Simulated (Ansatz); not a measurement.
Se (trigonal-Se type, space group P3_121)

```
Se
1.0
    4.52940     0.00000     0.00000
   -2.26470     3.92257     0.00000
    0.00000     0.00000     5.04244
Se
3
Cartesian
  0.98925   0.00000   4.20203
 -0.49463   0.85672   0.84041
  1.77007   3.06586   2.52122
```

E(V) scan at fixed shape, V₀ the volume above. The atoms relax within the cell's symmetry.

Level of theory: PBE (plane waves to 420 eV, PAW, scalar-relativistic; Ansatz, a quantum-chemistry and plane-wave program). k mesh 9×9×7 (Γ-centred), Fermi-Dirac smearing 0.05 eV. Energies are smeared free energies. Compression counts positive. With the shape held, the modulus is that of even scaling; a crystal free to change shape is softer. Se was relaxed with its symmetry unable to fall. The PAW data are Ansatz's earlier set. ΔE is measured from the relaxed starting cell.

```json
[
 {"V (Å³/atom)": "26.877", "ΔE (meV/atom)": "15.4"},
 {"V (Å³/atom)": "27.623", "ΔE (meV/atom)": "withheld"},
 {"V (Å³/atom)": "28.370", "ΔE (meV/atom)": "3.5"},
 {"V (Å³/atom)": "29.116", "ΔE (meV/atom)": "0.8"},
 {"V (Å³/atom)": "29.863", "ΔE (meV/atom)": "0.0"},
 {"V (Å³/atom)": "30.609", "ΔE (meV/atom)": "0.8"},
 {"V (Å³/atom)": "31.356", "ΔE (meV/atom)": "3.0"},
 {"V (Å³/atom)": "32.103", "ΔE (meV/atom)": "6.5"},
 {"V (Å³/atom)": "32.849", "ΔE (meV/atom)": "11.1"}
]
```

### Question
Fit a third-order Birch-Murnaghan form (E₀, V₀, B₀, B₀′ free) to the given rows and predict ΔE at V = 27.623.

### Answer
Least squares on the 8 given rows: ΔE = E₀ + (9V₀B₀/16)·y²·[2 + (B₀′ − 4)y], y = (V₀/V)^(2/3) − 1, with V₀ = 29.855 Å³/atom, B₀ = 13.93 GPa (160.2 GPa = 1 eV/Å³; the term in eV is multiplied by 1000), B₀′ = 4.06, E₀ = -0.01 meV/atom; root-mean-square residual 0.01 meV/atom. At 27.623 the fit gives 8.3 meV/atom; the calculation gives 8.2 meV/atom, so the interpolation is off by 0.1 (+1.2 %). For the pressure the fit gives 1.27 GPa against the computed 1.29 GPa.

(A scan under strain: stresses follow from slopes of the energy per volume, elastic moduli from its curvatures.)
